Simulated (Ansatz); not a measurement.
**Ba₃Al₃N₅: field gradients at two levels of theory**

Cell: a Materials Project structure (computed, not necessarily an observed phase), taken as it stands.

Space group P-1 (No. 2); a = 5.9497, b = 7.6352, c = 8.8767 Å, α = 108.79°, β = 100.95°, γ = 96.57°.

```csv
site,Wyckoff,site symmetry,x,y,z
Ba1,2i,1,0.8108,0.4271,0.6099
Ba3,2i,1,0.6661,0.8570,0.8802
Ba5,2i,1,0.6611,0.6608,0.2159
Al7,2i,1,0.9162,0.3198,0.9772
Al9,2i,1,0.6980,0.9702,0.5798
Al11,2i,1,0.0989,0.8920,0.7076
N13,2i,1,0.9359,0.1114,0.7808
N15,2i,1,0.8213,0.7444,0.5444
N17,2i,1,0.7811,0.5160,0.9219
N19,2i,1,0.3694,0.9520,0.6100
N21,2i,1,0.1869,0.7821,0.8699
```

One atom of each set is listed.

First run. Method: Kohn–Sham DFT in Ansatz, PBE, plane waves and PAW, scalar-relativistic, 420 eV cutoff, Γ-centred 5×4×4 k-points, Fermi–Dirac smearing 0.02 eV.

```csv
site,V_zz (10²¹ V/m²),η
Ba1,22.1,0.71
Ba3,13.59,0.62
Ba5,-23.0,0.97
Al7,-1.52,0.35
Al9,1.99,0.88
Al11,-1.65,0.76
N13,-2.41,0.63
N15,2.04,0.35
N17,1.97,0.34
N19,1.80,0.93
N21,-1.59,0.40
```

Second run. The same atoms and settings, except that the functional is r2SCAN and the cutoff is 500 eV.

Task: What does the second run give?

Result: 

```json
{"site": "Ba1", "V_zz": "22.5", "η": "0.73", "change of V_zz": "+0.44"}
{"site": "Ba3", "V_zz": "13.94", "η": "0.60", "change of V_zz": "+0.35"}
{"site": "Ba5", "V_zz": "-23.7", "η": "0.98", "change of V_zz": "-0.67"}
{"site": "Al7", "V_zz": "-1.52", "η": "0.35", "change of V_zz": "0.00"}
{"site": "Al9", "V_zz": "1.97", "η": "0.88", "change of V_zz": "-0.02"}
{"site": "Al11", "V_zz": "-1.67", "η": "0.76", "change of V_zz": "-0.02"}
{"site": "N13", "V_zz": "-2.53", "η": "0.65", "change of V_zz": "-0.12"}
{"site": "N15", "V_zz": "2.16", "η": "0.32", "change of V_zz": "+0.12"}
{"site": "N17", "V_zz": "2.02", "η": "0.33", "change of V_zz": "+0.05"}
{"site": "N19", "V_zz": "1.85", "η": "0.94", "change of V_zz": "+0.05"}
{"site": "N21", "V_zz": "-1.67", "η": "0.36", "change of V_zz": "-0.08"}
```

The largest change of V_zz is on Ba5, from -23.0 to -23.7. In per cent, |V_zz| changes by +2 to +3 on Ba, -1 to +1 on Al, +3 to +6 on N (all sites that start above 0.5).

Without spin–orbit coupling (the program notes it for Ba) the gradients are little affected as a rule: paired runs on crystals with a gap mostly move them by under 2 % at such atoms.
For the second run: With these PAW files V_zz is typically within 2 to 3 % of all-electron values, but misses above 10 % occur on Al.
